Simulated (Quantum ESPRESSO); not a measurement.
**Kohn-Sham bands of Cd (hcp (Mg type))**

```
CELL_PARAMETERS angstrom
      2.95847     0.00000     0.00000
     -1.47923     2.56211     0.00000
      0.00000     0.00000     5.88593
ATOMIC_POSITIONS crystal
  Cd 0.33333 0.66667 0.25000
  Cd 0.66667 0.33333 0.75000
```

Materials Project entry mp-94; symmetrised, unrelaxed at this level. This is the element's usual structure. Computed values, not measurements, from PBEsol: Quantum ESPRESSO (norm-conserving PseudoDojo potentials, cutoff 82 Ry, no spin polarisation, no spin-orbit coupling) on a Γ-centred 6×6×4 mesh, then Wannier90. Density: 18×18×8 mesh, cold smearing 0.01 Ry.

Question: List the Kohn-Sham levels between −8 and 3.0 eV relative to the Fermi level at the high-symmetry points, as a band run of pw.x on that density gives them (levels within 2 meV counted together).

Answer: 
| point | k (reciprocal lattice) | levels (eV) |
|---|---|---|
| Γ | 0.000 0.000 0.000 | -3.51, -2.99 |
| M | 0.500 0.000 0.000 | -7.99, -7.97, -2.03, -1.52, 1.73, 2.88 |
| K | 0.333 0.333 0.000 | 0.41 (×2), 0.76 |
| A | 0.000 0.000 0.500 | -7.19 (×2), 2.89 (×2) |
| L | 0.500 0.000 0.500 | -7.98 (×2), -1.32 (×2), 0.27 (×2) |
| H | 0.333 0.333 0.500 | 1.35 (×2), 1.73 (×2), 2.02 (×2) |
